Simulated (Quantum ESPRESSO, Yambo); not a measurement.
GaAs (zinc blende, space group F-43m, No. 216): static response along x against the Γ-centred k mesh (Yambo on LDA (pw.x of Quantum ESPRESSO, ONCV potentials, without SOC) bands; 41 bands, 4 Ry block). The smallest direct LDA gap is 0.49 eV.

```csv
k mesh,"ε(0), independent particles","ε(0), RPA with local fields"
4×4×4,149,140
6×6×6,54.6,52.4
10×10×10,22.7,21.3
12×12×12,(withheld),(withheld)
```

### Question
What does the densest mesh give?

### Answer

- 12×12×12, ε(0), independent particles: 19.1
- 12×12×12, ε(0), RPA with local fields: 17.7

The last step changes the RPA value by 20 %: not yet converged. Electronic response only; costs are rough.

Geometry relaxed with LDA; primitive cell a = 3.9602 Å, b = 3.9602 Å, c = 3.9602 Å, α = 60.00°, β = 60.00°, γ = 60.00°.
